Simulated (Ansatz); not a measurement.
Relaxed-ion elastic tensor of W (bcc (W type), Im-3m) in GPa (Voigt order), PBEsol (plane waves, PAW; program Ansatz); density 19.45 g/cm³, 15.70 Å³ per atom.

```
548  211  211  0.0  0.0  0.0
211  548  211  0.0  0.0  0.0
211  211  548  0.0  0.0  0.0
0.0  0.0  0.0  150  0.0  0.0
0.0  0.0  0.0  0.0  150  0.0
0.0  0.0  0.0  0.0  0.0  150
```

Q: Is the crystal mechanically stable?

A: Yes: the smallest eigenvalue of C is 150 GPa.

Q: Work out the Voigt, Reuss and Hill averages.

A: K_V = 323, K_R = 323, K_H = 323; G_V = 157, G_R = 157, G_H = 157 GPa.

Q: Give Young's modulus, Poisson's ratio, Pugh's ratio and the universal anisotropy index.

A: E = 9KG/(3K + G) = 405 GPa; ν = 0.29; K/G = 2.06 (ductile by the Pugh limit of 1.75); A_U = 5G_V/G_R + K_V/K_R − 6 = 0.02.

Q: Estimate the sound speeds and the Debye temperature.

A: v_l = √((K + 4G/3)/ρ) = 5230 m/s, v_t = √(G/ρ) = 2840 m/s, mean 3170 m/s; Θ = (h/k)(3n/4πV)^(1/3) v_m = 377 K.

Q: Give the Zener ratio and Young's modulus along [100], [110] and [111].

A: A = 2C44/(C11 − C12) = 0.89; 1/E = S11 − 2(S11 − S12 − S44/2)Γ with Γ = 0, 1/4, 1/3 gives 431, 399, 389 GPa.

The cell was relaxed with PBEsol under the symmetry of its start. The run is not spin-polarised. As this level gives no gap, shear constants depend on the k-mesh and smearing (Fermi–Dirac, 0.1 eV here). Scalar-relativistic: spin–orbit coupling is off unless named, which matters more the heavier the elements.

Potentials: the earlier of the program's two PAW sets.
